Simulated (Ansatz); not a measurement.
With plane-wave PAW LDA (Ansatz code), Si2Ni in the fluorite or antifluorite type structure (Fm-3m) relaxes to a = 5.348 Å. Ni has 8 nearest neighbours from 2.32 Å (cubic). Its formation energy from the elements is -0.47 eV/atom, with no fitted shifts.

Electronic character: metallic (no gap).

The bulk modulus is 166 GPa. The relaxed-ion elastic constants in GPa are C11 = 208, C12 = 147, C44 = 84.0. The elastic constants imply a Debye temperature near 480 K. The highest mode at Γ lies at 333 cm^-1.

The LDA relaxation kept the symmetry of its start; of distortions, only those at the zone centre were tested. No spin polarisation was allowed. As this level gives no gap, shear constants depend on the k-mesh and smearing (Fermi–Dirac, 0.1 eV here). As this level gives no gap, phonon frequencies hold no LO–TO term and depend on the k-mesh and smearing (Fermi–Dirac, 0.1 eV here). The references are the lowest solids computed at this level, not always the standard phases.

Potentials: the earlier of the program's two PAW sets.
